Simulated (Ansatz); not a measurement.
AlCr2C:
```xyz
8
Lattice="2.8235 0.0000 0.0000 -1.4118 2.4453 0.0000 0.0000 0.0000 12.6340" Properties=species:S:1:pos:R:3 pbc="T T T"
Al     1.4118     0.8151     3.1585
Al     0.0000     1.6302     9.4755
Cr     0.0000     1.6302     5.2485
Cr     1.4118     0.8151     7.3855
Cr     1.4118     0.8151    11.5655
Cr     0.0000     1.6302     1.0685
C      0.0000     0.0000     6.3170
C      0.0000     0.0000     0.0000
```

Relaxed with r²SCAN. Special points in fractions of this cell's reciprocal vectors: Γ (0.000, 0.000, 0.000); M (0.500, 0.000, 0.000); K (0.333, 0.333, 0.000); A (0.000, 0.000, 0.500); L (0.500, 0.000, 0.500); H (0.333, 0.333, 0.500).

**Question.** List the band energies nearest the Fermi level at these points for DFT-r²SCAN in the program Ansatz with PAW potentials.

**Answer.** In eV from the Fermi level; about four levels below and three above (degenerate sets whole), none deeper than 8.9 eV; points with the same levels are listed once.

```
k                    below                above
-  -----------------------  -------------------
Γ  -0.32 -0.32 -0.29 -0.29  0.69 0.69 0.73 0.73
M  -3.23 -3.18 -2.25 -2.22       0.13 0.24 0.35
K  -2.43 -2.43 -1.99 -0.90  0.42 0.42 0.82 0.82
A  -0.30 -0.30 -0.30 -0.30  0.71 0.71 0.71 0.71
L  -3.18 -3.18 -2.23 -2.23  0.29 0.29 0.31 0.31
H  -2.27 -2.27 -1.39 -1.39  0.36 0.36 0.93 0.93
```

Space group P6_3/mmc. Symmetry was held in the r²SCAN relaxation; of distortions, only those at the zone centre were tested. The run is not spin-polarised.

Potentials: the earlier of the program's two PAW sets.
